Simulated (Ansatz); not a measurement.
The cell is COD entry 4313206, as deposited and not checked against the literature; nothing was relaxed.

Al: DFT, PBEsol, PAW with Ansatz's default frozen-core files, scalar-relativistic (Ansatz 0.2.0).

Command: `ansatz run input.yaml --threads 1 --pin off --max-ram 3072MiB --backend cpu --events-out ev --progress --plain --runs-dir out` The run took 3.8 s on 1 thread of Arm Neoverse V2, on a shared host, peak memory 0.28 GiB.

```yaml
crystal:
  lattice:
    - [0.0, 2.02398, 2.02398]
    - [2.02398, 0.0, 2.02398]
    - [2.02398, 2.02398, 0.0]
  atoms:
    - { symbol: Al, position: [0.0, 0.0, 0.0] }
kpoints:
  mp_grid: { grid: [14, 14, 14] }
  band_path:
    path:
      - [0.0, 0.0, 0.0]
      - [0.5, 0.0, 0.5]
      - [0.625, 0.25, 0.625]
      - [0.375, 0.375, 0.75]
      - [0.0, 0.0, 0.0]
      - [0.5, 0.5, 0.5]
      - [0.5, 0.25, 0.75]
      - [0.5, 0.0, 0.5]
    npoints: 14
scf:
  occupations: { method: fermi_dirac, width: 0.05 }
hamiltonian:
  xc: pbesol
  pseudopotentials: { kind: paw }
output:
  forces: true
  stress: true
  eigenvalues: true
  efg: { contact_densities: true }
  populations: true
  bader: true
  dos: { projected: true, de: 0.2, e_range: [-14, 8] }
  write_density: true
  write_potential: true
  elf: true
  volumetric_format: npy
```

Output:

```
Engine: ansatz 0.2.0
Pseudopotentials: kind: paw
Pseudopotential: Al, paw, valence charge 3, recommended cutoff 420 eV (normal)
Functional definition: PBEsol
  exchange = pbesol_x
  correlation = pbesol_c
Crystal: 1 atoms, lattice volume = 16.582 Å³
Basis set: ecut = 420 eV, 331 PW (Γ), exchange–correlation on 40×40×40 points (8 copies of the dense FFT grid, shifted against one another)
Bands: 6, of which v1, the nominal top of the filled ones, is band 2 counted from 1 (1 counted from 0)
Symmetry: 48 space group operations
Space group: Fm-3m (ITA 225), of the structure as read, at distance tolerance 2.6e-5 Å
k-points: 104 of 2744
Non-local potential: Al, projectors of the file, l = 0: 2, l = 1: 2, l = 2: 1
PAW form: soft (Blöchl's): semilocal exchange-correlation on the pseudo side does not see the compensation charge
PAW frozen core: Al, regenerated for the run's functional, and the local potential with it (the file was generated under x = pbe(κ = 0.804, μ = 0.2195149727645171), c = pbe(β = 0.06672455060314922))
PAW one-centre angular grid: Al, 110 points (default); XC on 64 Gauss nodes
Initial density: superposition of atomic densities (neutral atoms: chi_scale 0, normalization atom), corrected by the library's trained network
Initial wavefunctions: pseudopotential atomic-orbital guess
Functional: x = pbesol(κ = 0.804, μ = 0.12345679012345678), c = pbesol(β = 0.046)
SCF iter   1: F=—  HF=-524.540010 eV  |F-HF|=—  |Δ(HF+E_count)|=         —  Δρ=6.84e-4  dr2=3.56e-5  ethr=1.77e-3  ⟨swp⟩=4.7  Hψ=5469  notcnv=0
preconditioner: auto → none  [metal: Δε(μ)=0.044 eV  Ē_g=13.130 eV  σ=0.050 eV  W_gap=0.21  n_scr=0 (ndim 8)  ℏωp=15.8 eV  f_vac=0.000  D(μ)=0.50/eV (n_scr^D=0)]
SCF iter   2: F=—  HF=-524.540038 eV  |F-HF|=—  |Δ(HF+E_count)|=   2.84e-5  Δρ=3.54e-4  dr2=1.00e-5  ethr=1.19e-6  ⟨swp⟩=1.9  Hψ=1560  notcnv=0
SCF iter   3: F=—  HF=-524.540044 eV  |F-HF|=—  |Δ(HF+E_count)|=   6.22e-6  Δρ=2.61e-5  dr2=1.28e-7  ethr=3.34e-7  ⟨swp⟩=1.1  Hψ=600  notcnv=0
iter 4 did not close the SCF: its close was put off for the readings that it lacked (scf_convergence_deferred on its scf_iter line)
SCF iter   4: F=-524.540044 eV  HF=-524.540044 eV  |F-HF|=8.56e-9  |Δ(HF+E_count)|=   3.32e-8  Δρ=1.14e-5  dr2=2.38e-8  ethr=4.26e-9  ⟨swp⟩=1.3  Hψ=616  notcnv=0
iter 5 did not close the SCF: its close was put off for the readings that it lacked (scf_convergence_deferred on its scf_iter line)
SCF iter   5: F=-524.540044 eV  HF=-524.540044 eV  |F-HF|=6.48e-12  |Δ(HF+E_count)|=   7.75e-9  Δρ=4.63e-7  dr2=2.27e-11  ethr=7.93e-10  ⟨swp⟩=1.0  Hψ=585  notcnv=0
SCF iter   6: F=-524.540044 eV  HF=-524.540044 eV  |F-HF|=6.82e-13  |Δ(HF+E_count)|=  1.33e-11  Δρ=7.95e-8  dr2=1.07e-12  ethr=1.00e-12  ⟨swp⟩=3.7  Hψ=2441  notcnv=0
SCF 1 converged in 6 iterations: F = -524.540044 eV  dr2 = 1.07e-12
  greatest PAW one-centre occupation: 0.447 electrons in one spin orbital (limit 2), on the Al atom at site 0 (counted from 0), in its partial waves of l = 0
NSCF: frozen V_eff on 99 k-points
SCF converged after 6 iterations
Free energy (F): -524.540044 eV
Harris-Foulkes:  -524.540044 eV  (|F-HF|=6.82e-13)
Internal energy: -524.535851 eV  (E = F + TS)
E sigma→0 (E₀):  -524.537947 eV
Entropy (-TS):   -0.004193 eV (-4.193 meV/atom)
Fermi energy:    7.801181 eV
--- Per-component energies (eV) ---
  E_band       = 10.289517
  E_kinetic    = 22.756891
  E_local      = 9.703562  (includes V_loc(G=0)·N_el)
  E_nonlocal   = 10.322071
  E_hartree    = 0.101658
  E_xc         = -39.355970
  E_vxc        = -29.099895  (∫ρ·V_xc dr)
  E_paw        = -454.690242  (= ΣΔE_a)
  E_vpaw       = -3.596425  (= ΣTr[D̂ρ^β])
  E_aug_tail   = -0.000003  (compensation charges beyond the density's cutoff)
  E_ewald      = -73.392955
  E_core_change = 0.019139  (= ΣΔE_core)
  E_smearing   = -0.004193  (= −TS)
  E_closure    = 0.000000  (closes the sum)
  Σ components = -524.540044   (vs F -524.540044, Δ=0.00e0)
--- Forces (eV/Å), atoms counted from 1 ---
  atom   1  Al    -0.00000000    -0.00000000     0.00000000
  max |Σ_I F_I| component: 3.08e-32 eV/Å
--- Stress (GPa, compression-positive) ---
       -2.105962      -0.000000       0.000000
       -0.000000      -2.105962      -0.000000
        0.000000       0.000000      -2.105962
  P = ⅓ Tr σ = -2.1060 GPa (-21.060 kbar)
--- PAW observables at the nuclei: V_zz in 10²¹ V/m², potentials from the cell's mean, atoms counted from 1 ---
  atom   1  Al V_zz =    -0.000000   η = 0.0000   by run symmetry: forbidden
            electrostatic potential = -1229.362583 V   contact ρ = 10045.288313 e/Å³
--- Band table (eV; the first three rows and the last of 104) ---
  k-point 0: bands = ["-3.2553", "20.3185", "20.3185", "20.3185", "21.8416", "21.8416"]
  k-point 1: bands = ["-3.1172", "18.2291", "19.8788", "19.8788", "22.4905", "22.4905"]
  k-point 2: bands = ["-2.7037", "15.3751", "19.2601", "19.2601", "22.4201", "23.5838"]
  k-point 103: bands = ["6.4473", "7.6300", "7.7280", "9.2559", "21.8291", "23.2654"]
--- Löwdin populations: 1 site ---
  site symbol       q [e]
     0     Al      2.9562
  spilling = 0.014611 (of n_electrons = 3.000000)
--- Bader charges: 1 site ---
  site symbol  charge [e]  shift [e]
     0     Al      0.0000     0.0000
  estimated error of the sums over rays = 8.1e-8 e
```

populations.tsv:

```
# site	symbol	l	j	q
# orbitals = lowdin
# n_electrons = 3.000000
# spilling = 0.014611
0	Al	0_3S	-	0.921403
0	Al	1_3P	-	2.034763
```

bader_charges.tsv:

```
# site	symbol	x_ang	y_ang	z_ang	partial_charge_e	electrons	volume_ang3	relative_density_drop	shared_charge_e	partial_wave_shift_e
# quadrature_error_electrons = 8.1e-8
0	Al	0.0000	0.0000	0.0000	0.00000	13.00000	16.58	-	0.00000	0.00000
```
